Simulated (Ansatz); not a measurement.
Ansatz input file:

```yaml
crystal:
  lattice:
    - [-2.835, 2.835, 5.575]
    - [2.835, -2.835, 5.575]
    - [2.835, 2.835, -5.575]
  atoms:
    - { symbol: Zn, position: [0.0, 0.0, 0.0] }
    - { symbol: Zn, position: [0.75, 0.25, 0.5] }
    - { symbol: Ge, position: [0.5, 0.5, 0.0] }
    - { symbol: Ge, position: [0.25, 0.75, 0.5] }
    - { symbol: As, position: [0.375, 0.389, 0.514] }
    - { symbol: As, position: [0.611, 0.125, 0.986] }
    - { symbol: As, position: [0.875, 0.861, 0.486] }
    - { symbol: As, position: [0.139, 0.625, 0.014] }
basis:
  ecutwfc: 420
kpoints:
  mp_grid: { grid: [10, 10, 10] }
hamiltonian:
  xc: pbesol
scf:
  occupations: { method: gaussian, width: 0.01 }
output:
  forces: true
  stress: true
  eigenvalues: true
relax:
  adjacent_minimum: "off"
  f_tol: 0.01
  max_steps: 40
```

Launched with
```bash
ansatz run input.yaml --threads 2 --pin off --max-ram 5120MiB --backend cpu --events-out ev --progress --plain --runs-dir out
```

All numbers below come from Ansatz, DFT PBEsol, scalar-relativistic, plane waves, PAW.

From the run's log, abridged:

```
Warning: output.stress: scf.convergence.dr2_threshold = 1e-7 eV (the SCF's general default) is looser than the 8e-10 eV advised for a printed stress (1e-10 eV for each atom of the cell: 8). ...
Pseudopotentials: kind: paw
Pseudopotential: Zn, paw, valence charge 12, recommended cutoff 420 eV (normal)
Pseudopotential: Ge, paw, valence charge 14, recommended cutoff 420 eV (normal)
Pseudopotential: As, paw, valence charge 15, recommended cutoff 420 eV (normal)
Functional definition: PBEsol
Crystal: 8 atoms, lattice volume = 179.230 Å³
Basis set: ecut = 420 eV, 3523 PW (Γ), exchange–correlation on 96×96×96 points (8 copies of the dense FFT grid, shifted against one another)
Bands: 68, of which v1, the nominal top of the filled ones, is band 56 counted from 1 (55 counted from 0)
Symmetry: 8 space group operations
Space group: I-42d (ITA 122), of the structure as read, at distance tolerance 5.6e-5 Å
k-points: 102 of 1000 (time reversal used)
Initial density: superposition of atomic densities (neutral atoms: chi_scale 0, normalization atom), corrected by the library's trained network
Initial wavefunctions: pseudopotential atomic-orbital guess
Functional: x = pbesol(κ = 0.804, μ = 0.12345679), c = pbesol(β = 0.046)
SCF iter   1: F=—  HF=-34321.800026 eV  |F-HF|=—  |Δ(HF+E_count)|=         —  Δρ=3.16e-3  dr2=1.78e-2  ethr=1.77e-3  ⟨swp⟩=6.1  Hψ=26155  notcnv=0  defer=13
SCF iter   2: F=—  HF=-34321.792615 eV  |F-HF|=—  |Δ(HF+E_count)|=   7.41e-3  Δρ=1.29e-3  dr2=4.55e-3  ethr=1.59e-5  ⟨swp⟩=3.0  Hψ=14347  notcnv=0  defer=647
SCF iter   3: F=—  HF=-34321.792027 eV  |F-HF|=—  |Δ(HF+E_count)|=   5.88e-4  Δρ=9.82e-4  dr2=1.83e-3  ethr=4.06e-6  ⟨swp⟩=2.0  Hψ=9077  notcnv=0  defer=647
SCF iter   4: F=—  HF=-34321.791765 eV  |F-HF|=—  |Δ(HF+E_count)|=   2.62e-4  Δρ=3.01e-4  dr2=2.37e-4  ethr=1.63e-6  ⟨swp⟩=2.0  Hψ=9015  notcnv=0  defer=647
SCF iter   5: F=—  HF=-34321.791816 eV  |F-HF|=—  |Δ(HF+E_count)|=   5.12e-5  Δρ=1.23e-4  dr2=2.85e-5  ethr=2.12e-7  ⟨swp⟩=2.0  Hψ=8941  notcnv=0  defer=647
SCF iter   6: F=-34321.791844 eV  HF=-34321.791843 eV  |F-HF|=5.90e-7  |Δ(HF+E_count)|=   2.71e-5  Δρ=2.02e-5  dr2=6.69e-7  ethr=2.23e-9  ⟨swp⟩=7.4  Hψ=33764  notcnv=0
SCF 1 converged in 6 iterations: F = -34321.791844 eV  dr2 = 6.69e-7
relax step   1: F+E_penalty+E_count = -34321.79184378 eV  Δ(F+E_penalty+E_count) = +0.000e0 eV  max|allowed force component| = 8.718e-1 eV/Å  Δτ_max = 0.0000 Å  (6 SCF iters, dr2 threshold 2.50e-6 eV, accepted)
Initial density: handed on by an earlier stage of this run
Initial wavefunctions: those handed on with the density
SCF iter   1: F=—  HF=-34321.939223 eV  |F-HF|=—  |Δ(HF+E_count)|=         —  Δρ=4.11e-3  dr2=1.63e-2  ethr=1.42e-5  ⟨swp⟩=1.9  Hψ=22673  notcnv=0  defer=620
SCF iter   2: F=—  HF=-34321.937098 eV  |F-HF|=—  |Δ(HF+E_count)|=   2.13e-3  Δρ=2.07e-3  dr2=4.81e-3  ethr=1.42e-5  ⟨swp⟩=2.0  Hψ=8960  notcnv=0  defer=620
SCF iter   3: F=—  HF=-34321.937118 eV  |F-HF|=—  |Δ(HF+E_count)|=   2.04e-5  Δρ=1.21e-3  dr2=1.38e-3  ethr=4.29e-6  ⟨swp⟩=2.0  Hψ=9266  notcnv=0  defer=620
SCF iter   4: F=—  HF=-34321.936342 eV  |F-HF|=—  |Δ(HF+E_count)|=   7.76e-4  Δρ=1.85e-4  dr2=3.74e-5  ethr=1.23e-6  ⟨swp⟩=2.0  Hψ=9146  notcnv=0  defer=620
SCF iter   5: F=-34321.936351 eV  HF=-34321.936352 eV  |F-HF|=8.48e-7  |Δ(HF+E_count)|=   1.02e-5  Δρ=5.34e-5  dr2=5.15e-6  ethr=3.34e-8  ⟨swp⟩=9.8  Hψ=29869  notcnv=0
SCF 2 converged in 5 iterations: F = -34321.936351 eV  dr2 = 5.15e-6
relax step   2: F+E_penalty+E_count = -34321.93635088 eV  Δ(F+E_penalty+E_count) = -1.445e-1 eV  max|allowed force component| = 1.490e-1 eV/Å  Δτ_max = 0.0709 Å  (5 SCF iters, dr2 threshold 4.75e-5 eV, accepted)
SCF iter   1: F=—  HF=-34321.940864 eV  |F-HF|=—  |Δ(HF+E_count)|=         —  Δρ=8.51e-4  dr2=6.99e-4  ethr=6.17e-6  ⟨swp⟩=4.0  Hψ=13239  notcnv=0  defer=614
SCF iter   2: F=—  HF=-34321.940798 eV  |F-HF|=—  |Δ(HF+E_count)|=   6.64e-5  Δρ=4.34e-4  dr2=2.15e-4  ethr=6.24e-7  ⟨swp⟩=2.0  Hψ=8964  notcnv=0  defer=614
SCF iter   3: F=—  HF=-34321.940813 eV  |F-HF|=—  |Δ(HF+E_count)|=   1.48e-5  Δρ=2.72e-4  dr2=7.02e-5  ethr=1.92e-7  ⟨swp⟩=2.0  Hψ=8739  notcnv=0  defer=614
SCF iter   4: F=—  HF=-34321.940774 eV  |F-HF|=—  |Δ(HF+E_count)|=   3.85e-5  Δρ=3.94e-5  dr2=2.12e-6  ethr=6.27e-8  ⟨swp⟩=2.0  Hψ=8548  notcnv=0  defer=614
SCF iter   5: F=-34321.940775 eV  HF=-34321.940775 eV  |F-HF|=4.91e-8  |Δ(HF+E_count)|=   9.00e-7  Δρ=8.45e-6  dr2=1.61e-7  ethr=1.24e-9  ⟨swp⟩=9.9  Hψ=28564  notcnv=0
SCF 3 converged in 5 iterations: F = -34321.940775 eV  dr2 = 1.61e-7
relax step   3: F+E_penalty+E_count = -34321.94077531 eV  Δ(F+E_penalty+E_count) = -4.424e-3 eV  max|allowed force component| = 2.238e-3 eV/Å  Δτ_max = 0.0146 Å  (5 SCF iters, dr2 threshold 1.39e-6 eV, accepted)
SCF iter   1: F=—  HF=-34321.940774 eV  |F-HF|=—  |Δ(HF+E_count)|=         —  Δρ=8.45e-6  dr2=1.61e-7  ethr=1.44e-10  ⟨swp⟩=1.0  Hψ=16932  notcnv=0
SCF iter   2: F=-34321.940775 eV  HF=-34321.940775 eV  |F-HF|=4.68e-8  |Δ(HF+E_count)|=   9.85e-7  Δρ=4.69e-6  dr2=6.65e-8  ethr=8.93e-11  ⟨swp⟩=2.7  Hψ=27984  notcnv=0
SCF 4 converged in 2 iterations: F = -34321.940775 eV  dr2 = 6.65e-8
relax step   4: F+E_penalty+E_count = -34321.94077539 eV  Δ(F+E_penalty+E_count) = -8.385e-8 eV  max|allowed force component| = 2.259e-3 eV/Å  Δτ_max = 0.0000 Å  (2 SCF iters, accepted)
SCF converged after 2 iterations
Free energy (F): -34321.940775 eV
Harris-Foulkes:  -34321.940775 eV  (|F-HF|=4.68e-8)
Internal energy: -34321.940775 eV  (E = F + TS)
E sigma→0 (E₀):  -34321.940775 eV
Fermi energy:    8.370969 eV
--- Per-component energies (eV) ---
  E_band       = -1311.098344
  E_kinetic    = 898.445436
  E_local      = -16113.282337  (includes V_loc(G=0)·N_el)
  E_nonlocal   = -606.383161
  E_hartree    = 7775.084637
  E_xc         = -736.524514
  E_vxc        = -552.092180  (∫ρ·V_xc dr)
  E_paw        = -14708.293506  (= ΣΔE_a)
  E_vpaw       = -487.947164  (= ΣTr[D̂ρ^β])
  E_aug_tail   = -0.000063  (compensation charges beyond the density's cutoff)
  E_ewald      = -10838.283565
  E_core_change = 7.296297  (= ΣΔE_core)
  E_smearing   =  0.000000  (= −TS)
--- Forces (eV/Å), atoms counted from 1 ---
  atom   1  Zn     0.00000000     0.00000000     0.00000000
  atom   2  Zn     0.00000000     0.00000000     0.00000000
  atom   3  Ge     0.00000000     0.00000000     0.00000000
  atom   4  Ge     0.00000000     0.00000000     0.00000000
  atom   5  As    -0.00225927     0.00000000     0.00000000
  atom   6  As     0.00000000     0.00225927     0.00000000
  atom   7  As     0.00225927     0.00000000     0.00000000
  atom   8  As     0.00000000    -0.00225927     0.00000000
--- Stress (GPa, compression-positive) ---
       -0.237792       0.000000       0.000000
        0.000000      -0.237792       0.000000
        0.000000       0.000000       0.084120
  P = ⅓ Tr σ = -0.1305 GPa (-1.305 kbar)
--- Band table (eV; the first three rows and the last of 102) ---
  k-point 0: bands = ["-27.2264", "-27.2258", "-27.2252", "-27.2252", "-27.2248", "-27.2244", "-27.2242", "-27.2242", "-27.1580", "-27.1573", "-27.1571", "-27.1571", "-27.1314", "-27.1308", "-27.1298", "-27.1298", "-27.1148", "-27.1146", "-27.1146", "-27.1146", "-16.7035", "-16.7032", "-16.7032", "-16.6983", "-16.6943", "-16.6943", "-16.6787", "-16.6770", "-16.6765", "-16.6742", "-5.0253", "-2.5308", "-2.5308", "-2.5121", "-0.9549", "0.9903", "1.1361", "1.1609", "1.1609", "1.2295", "1.2959", "1.2969", "1.3896", "1.4264", "1.4287", "1.4287", "3.1217", "4.1900", "4.1900", "4.4066", "4.5953", "5.6330", "5.6330", "8.1954", "8.1954", "8.3070", "8.4349", "9.3733", "9.5773", "11.1739", "11.1739", " ...
  k-point 1: bands = ["-27.2264", "-27.2257", "-27.2252", "-27.2252", "-27.2248", "-27.2244", "-27.2242", "-27.2242", "-27.1579", "-27.1573", "-27.1572", "-27.1572", "-27.1313", "-27.1307", "-27.1298", "-27.1298", "-27.1148", "-27.1147", "-27.1146", "-27.1146", "-16.7036", "-16.7032", "-16.7028", "-16.6983", "-16.6945", "-16.6945", "-16.6786", "-16.6770", "-16.6764", "-16.6742", "-4.9619", "-2.6581", "-2.6018", "-2.5129", "-0.8380", "0.8942", "1.1366", "1.1606", "1.2265", "1.2356", "1.2749", "1.2920", "1.3507", "1.4348", "1.4362", "1.5277", "3.1211", "4.0855", "4.1144", "4.6998", "4.7019", "5.5389", "5.7680", "7.0420", "8.0102", "8.1540", "9.3083", "9.5117", "10.1066", "11.1634", "11.2144",  ...
  k-point 2: bands = ["-27.2262", "-27.2257", "-27.2253", "-27.2252", "-27.2248", "-27.2245", "-27.2243", "-27.2242", "-27.1578", "-27.1573", "-27.1572", "-27.1572", "-27.1311", "-27.1306", "-27.1300", "-27.1300", "-27.1149", "-27.1147", "-27.1146", "-27.1145", "-16.7037", "-16.7031", "-16.7021", "-16.6982", "-16.6951", "-16.6949", "-16.6784", "-16.6770", "-16.6762", "-16.6744", "-4.7781", "-2.9371", "-2.7664", "-2.5360", "-0.5763", "0.7714", "1.1411", "1.1595", "1.2457", "1.2514", "1.2648", "1.2845", "1.3275", "1.4203", "1.4558", "1.6091", "3.0094", "4.0694", "4.3161", "4.7326", "5.0762", "5.6767", "5.8831", "6.2811", "7.3082", "8.0281", "9.6609", "9.7586", "11.0014", "11.3813", "11.3935",  ...
  k-point 101: bands = ["-27.2264", "-27.2264", "-27.2249", "-27.2249", "-27.2245", "-27.2245", "-27.2244", "-27.2244", "-27.1576", "-27.1576", "-27.1571", "-27.1571", "-27.1311", "-27.1311", "-27.1298", "-27.1298", "-27.1147", "-27.1147", "-27.1146", "-27.1146", "-16.7043", "-16.7043", "-16.7008", "-16.7008", "-16.6932", "-16.6932", "-16.6786", "-16.6786", "-16.6746", "-16.6746", "-4.1607", "-4.1607", "-2.5591", "-2.5591", "0.2563", "0.2563", "1.1949", "1.1949", "1.1961", "1.1961", "1.3194", "1.3194", "1.3334", "1.3334", "1.4579", "1.4579", "4.3366", "4.3366", "4.8400", "4.8400", "5.5440", "5.5440", "6.2983", "6.2983", "6.8586", "6.8586", "9.2096", "9.2096", "9.4800", "9.4800", "10.4030", " ...
--- Relaxed structure (4 steps of the walk, 4 accepted, 0 SCFs on fresh bases) ---
  F+E_penalty+E_count = -34321.94077539 eV   max|allowed force component| = 2.259e-3 eV/Å
  atoms:
    - { symbol: Zn, position: [0.0, 0.0, 0.0] }
    - { symbol: Zn, position: [0.75, 0.25000000, 0.5] }
    - { symbol: Ge, position: [0.5, 0.5, 0.0] }
    - { symbol: Ge, position: [0.25000000, 0.75, 0.5] }
    - { symbol: As, position: [0.375, 0.37392608, 0.49892608] }
    - { symbol: As, position: [0.62607391, 0.125, 1.00107391] }
    - { symbol: As, position: [0.875, 0.87607391, 0.50107391] }
    - { symbol: As, position: [0.12392608, 0.62499999, -0.00107391] }
```

The relaxation met its thresholds.

The run took 3.8 min on 2 threads of Arm Neoverse V2, on a shared host, peak memory 1.1 GiB.